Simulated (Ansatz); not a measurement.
input.yaml (Ansatz)

```yaml
crystal:
  lattice:
    - [3.640893882, 0.0, 0.0]
    - [-1.820446941, 3.1531065943, 0.0]
    - [0.0, 0.0, 3.5482184318]
  atoms:
    - { symbol: As, position: [0.3333333333, 0.6666666667, 0.25] }
    - { symbol: As, position: [0.6666666667, 0.3333333333, 0.75] }
hamiltonian:
  xc: r2scan
  pseudopotentials:
    kind: paw
    azcp:
      As: "pseudopotentials/As.paw.azcp"
basis:
  ecutwfc: 500
  fft_grid_basis: typed
kpoints:
  mp_grid: { grid: [16, 16, 15], shift: [0, 0, 0] }
magnetization:
  spin_polarized: false
scf:
  occupations: { method: fermi_dirac, width: 0.1 }
```

Terminal output

```
Engine: ansatz 0.2.0, x86_64-unknown-linux-gnu
Pseudopotentials: kind: paw
Pseudopotential: As, paw, valence charge 15, recommended cutoff 500 eV (meta_gga) 
Functional definition: r2SCAN
  parameter k0 = 0.174
  parameter k1 = 0.065
  parameter a1 = 4.9479
  exchange = r2scan_x(k0 = k0, k1 = k1, a1 = a1)
  correlation = r2scan_c
Crystal: 2 atoms, lattice volume = 40.734 Å³
Basis set: ecut = 500 eV, 1057 PW (Γ), exchange–correlation on 108×108×108 points (64 copies of the dense FFT grid, shifted against one another)
Bands: 19, of which v1, the nominal top of the filled ones, is band 15 counted from 1 (14 counted from 0)
Symmetry: 24 space group operations
Space group: P63/mmc (ITA 194), of the structure as read, at distance tolerance 3.4e-5 Å
k-points: 240 of 3840
Non-local potential: As, projectors of the file, l = 0: 2, l = 1: 2, l = 2: 3, l = 3: 1
PAW form: soft (Blöchl's): semilocal exchange-correlation on the pseudo side does not see the compensation charge
PAW frozen core: As, regenerated for the run's functional (the file was generated under x = pbe(κ = 0.804, μ = 0.2195149727645171), c = pbe(β = 0.06672455060314922))
PAW one-centre angular grid: As, 590 points (default); XC on 160 Gauss nodes
Initial density: superposition of atomic densities (neutral atoms: chi_scale 0, normalization atom), corrected by the library's trained network
Initial wavefunctions: pseudopotential atomic-orbital guess
Functional: x = r2scan, c = r2scan; τ floored in thin density (d = 2e-4 eV/Å³)
SCF iter   1: F=—  HF=-9728.434467 eV  |F-HF|=—  |Δ(HF+E_count)|=         —  Δρ=3.70e-3  dr2=3.15e-3  dr2_τ=1.29e-3  ethr=1.77e-3  ⟨swp⟩=5.1  Hψ=19796  notcnv=0
SCF iter   2: F=—  HF=-9728.455508 eV  |F-HF|=—  |Δ(HF+E_count)|=   2.10e-2  Δρ=2.58e-3  dr2=1.80e-3  dr2_τ=2.38e-5  ethr=1.05e-5  ⟨swp⟩=2.0  Hψ=11040  notcnv=0
SCF iter   3: F=—  HF=-9728.456664 eV  |F-HF|=—  |Δ(HF+E_count)|=   1.16e-3  Δρ=1.15e-3  dr2=3.40e-4  dr2_τ=6.31e-6  ethr=5.98e-6  ⟨swp⟩=1.6  Hψ=4831  notcnv=0
SCF iter   4: F=—  HF=-9728.456935 eV  |F-HF|=—  |Δ(HF+E_count)|=   2.71e-4  Δρ=4.26e-5  dr2=2.55e-7  dr2_τ=1.52e-8  ethr=1.13e-6  ⟨swp⟩=2.0  Hψ=5766  notcnv=0
SCF iter   5: F=—  HF=-9728.456935 eV  |F-HF|=—  |Δ(HF+E_count)|=   1.30e-7  Δρ=5.78e-6  dr2=5.21e-9  dr2_τ=2.37e-10  ethr=8.51e-10  ⟨swp⟩=2.1  Hψ=7947  notcnv=0
SCF iter   6: F=-9728.456935 eV  HF=-9728.456935 eV  |F-HF|=3.46e-11  |Δ(HF+E_count)|=   8.29e-9  Δρ=3.04e-7  dr2=2.47e-11  dr2_τ=7.13e-13  ethr=1.74e-11  ⟨swp⟩=1.0  Hψ=11344  notcnv=0
SCF 1 converged in 6 iterations: F = -9728.456935 eV  dr2 = 2.47e-11
SCF converged after 6 iterations
Free energy (F): -9728.456935 eV
Harris-Foulkes:  -9728.456935 eV  (|F-HF|=3.46e-11)
Internal energy: -9728.430837 eV  (E = F + TS)
E sigma→0 (E₀):  -9728.443886 eV
Entropy (-TS):   -0.026098 eV (-13.049 meV/atom)
Fermi energy:    11.170974 eV
--- Per-component energies (eV) ---
  E_band       = -465.934598
  E_kinetic    = 204.344733
  E_local      = -3160.476479  (includes V_loc(G=0)·N_el)
  E_nonlocal   = -1340.655725
  E_hartree    = 1773.913646
  E_xc         = -148.030837
  E_vxc        = -168.705330  (∫ρ·V_xc dr)
  E_paw        = -3693.859440  (= ΣΔE_a)
  E_vpaw       = 442.674807  (= ΣTr[D̂ρ^β])
  E_aug_tail   = -0.000012  (compensation charges beyond the density's cutoff)
  E_vtau       = 9.056214  (kinetic-family band-sum trace: ∫τ·v_τ [+ j·A + Jᵃ·Aᵃ] dr)
  E_ewald      = -3360.751907
  E_core_change = -2.914816  (= ΣΔE_core)
  E_smearing   = -0.026098  (= −TS)
  E_closure    = 0.000000  (closes the sum)
  Σ components = -9728.456935   (vs F -9728.456935, Δ=0.00e0)
```

Command:

```sh
ansatz run input.yaml --threads 1 --pin off --max-ram 3584MiB --backend cpu --events-out ev --progress --plain --runs-dir out
```

On 1 thread of Intel(R) Xeon(R) Platinum 8259CL CPU @ 2.50GHz (Skylake/Cascade Lake) (shared host) this took about 16 s of wall time and 16 s of CPU time.
